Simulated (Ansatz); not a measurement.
Starting cell, PtS2 (CdI2 type):

```
CELL_PARAMETERS angstrom
      3.55229     0.00000     0.00000
     -1.77615     3.07638     0.00000
      0.00000     0.00000     5.12797
ATOMIC_POSITIONS crystal
  Pt 0.00000 0.00000 0.00000
  S  0.33333 0.66667 0.23907
  S  0.66667 0.33333 0.76093
```

Scan: atom 2 (S, nearest neighbour Pt at 2.389 Å; its periodic images, 3.6 Å or more away, move with it) is displaced towards the nearest neighbour, direction (-0.743, 0.429, -0.513) in Cartesian axes, by s. The other atoms stay.

These are r2SCAN+rVV10 (plane waves to 500 eV, PAW, scalar-relativistic; Ansatz, a first-principles code) values and carry that method's errors. k mesh 9×9×5 (Γ-centred), Fermi-Dirac smearing 0.05 eV. As the smearing reaches across the gap at some points, energies and forces of such displacements shift with the k mesh and the smearing. F∥ is the force on the atom along that direction. PtS2 is run without spin polarisation. PtS2 was relaxed with its symmetry unable to fall. Spin-orbit coupling is left out, though Pt is heavy. 

```json
[
 {"s (Å)": "-0.480", "F∥ (eV/Å)": "1.948"},
 {"s (Å)": "-0.384", "F∥ (eV/Å)": "1.919"},
 {"s (Å)": "-0.288", "F∥ (eV/Å)": "1.743"},
 {"s (Å)": "-0.192", "F∥ (eV/Å)": "1.393"},
 {"s (Å)": "-0.096", "F∥ (eV/Å)": "0.829"},
 {"s (Å)": "0.000", "F∥ (eV/Å)": "0.000"},
 {"s (Å)": "0.096", "F∥ (eV/Å)": "-1.179"},
 {"s (Å)": "0.192", "F∥ (eV/Å)": "-2.832"},
 {"s (Å)": "0.288", "F∥ (eV/Å)": "-5.141"},
 {"s (Å)": "0.384", "F∥ (eV/Å)": "-8.370"},
 {"s (Å)": "0.480", "F∥ (eV/Å)": "-12.904"}
]
```

**Question.** What is the force constant k = d²E/ds² of this move at s = 0?

**Answer.** 10.3 eV/Å². The forces along the line at the two nearest points give (0.829 − (-1.179)) / (2·0.096) = 10.46 eV/Å²; the next pair corrects for the finite step.

(For displaced atoms, the force is minus the slope of the energy, and its curvature is a force constant, which sets phonon frequencies.)
